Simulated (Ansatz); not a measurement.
Theory: DFT PBE, scalar-relativistic, plane waves, PAW (Ansatz). All cells share a 420 eV cutoff and Γ-centred k meshes spaced at most about 0.3 Å⁻¹ (about 0.25 or finer for metals, 2π included). No spin polarisation in the final relaxations.

Temperature and zero-point effects are left out. All come from trial cells, and lower structures may exist.

Task: Which of these relaxed structures of Sn4P is the lowest in energy?
A.

```cif
data_structure
_symmetry_space_group_name_H-M 'I-43m'
_symmetry_Int_Tables_number 217
_cell_length_a 6.6403
_cell_length_b 6.6403
_cell_length_c 6.6403
_cell_angle_alpha 90.000
_cell_angle_beta 90.000
_cell_angle_gamma 90.000
_cell_volume 292.80
loop_
_atom_site_label
_atom_site_type_symbol
_atom_site_symmetry_multiplicity
_atom_site_Wyckoff_symbol
_atom_site_fract_x
_atom_site_fract_y
_atom_site_fract_z
_atom_site_occupancy
Sn1 Sn 8 c 0.23556 0.23556 0.23556 1
P1 P 2 a 0.00000 0.00000 0.00000 1
```

B.

```cif
data_structure
_symmetry_space_group_name_H-M 'P-3m1'
_symmetry_Int_Tables_number 164
_cell_length_a 4.0826
_cell_length_b 4.0826
_cell_length_c 9.3395
_cell_angle_alpha 90.000
_cell_angle_beta 90.000
_cell_angle_gamma 120.000
_cell_volume 134.81
loop_
_atom_site_label
_atom_site_type_symbol
_atom_site_symmetry_multiplicity
_atom_site_Wyckoff_symbol
_atom_site_fract_x
_atom_site_fract_y
_atom_site_fract_z
_atom_site_occupancy
Sn1 Sn 2 d 0.33333 0.66667 0.83394 1
Sn2 Sn 2 d 0.33333 0.66667 0.40179 1
P1 P 1 a 0.00000 0.00000 0.00000 1
```

C.

```cif
data_structure
_symmetry_space_group_name_H-M 'I4/m'
_symmetry_Int_Tables_number 87
_cell_length_a 8.3076
_cell_length_b 8.3076
_cell_length_c 3.7236
_cell_angle_alpha 90.000
_cell_angle_beta 90.000
_cell_angle_gamma 90.000
_cell_volume 256.99
loop_
_atom_site_label
_atom_site_type_symbol
_atom_site_symmetry_multiplicity
_atom_site_Wyckoff_symbol
_atom_site_fract_x
_atom_site_fract_y
_atom_site_fract_z
_atom_site_occupancy
Sn1 Sn 8 h 0.23103 0.54892 0.00000 1
P1 P 2 a 0.00000 0.00000 0.00000 1
```

D.

```cif
data_structure
_symmetry_space_group_name_H-M 'Pm-3m'
_symmetry_Int_Tables_number 221
_cell_length_a 5.2836
_cell_length_b 5.2836
_cell_length_c 5.2836
_cell_angle_alpha 90.000
_cell_angle_beta 90.000
_cell_angle_gamma 90.000
_cell_volume 147.50
loop_
_atom_site_label
_atom_site_type_symbol
_atom_site_symmetry_multiplicity
_atom_site_Wyckoff_symbol
_atom_site_fract_x
_atom_site_fract_y
_atom_site_fract_z
_atom_site_occupancy
Sn1 Sn 3 c 0.00000 0.50000 0.50000 1
Sn2 Sn 1 a 0.00000 0.00000 0.00000 1
P1 P 1 b 0.50000 0.50000 0.50000 1
```

Result: B. It has space group P-3m1 (No. 164); the next, C, with Sn and P ordered on bcc sites, space group I4/m (No. 87), lies 58 meV/atom higher. Counting Sn atoms around P (those within 1.25 times the shortest such distance or 1.15 times the sum of covalent radii, 1.27 where that leaves under three; the shortest distance is added where it exceeds 1.18 times the sum of covalent radii), the lowest has P 6 and the next has P 8 from 2.9 Å. Even the lowest lies +0.05 eV/atom against the elements.

A magnetic state wasn't ruled out in cells without spin, among them P-3m1, I4/m, I-43m, Pm-3m. With atoms moved at random, P-3m1 came back. Other cells relaxed within their symmetry can be saddle points. Some candidate types were left out of the draw beforehand, so a known form may be missing.
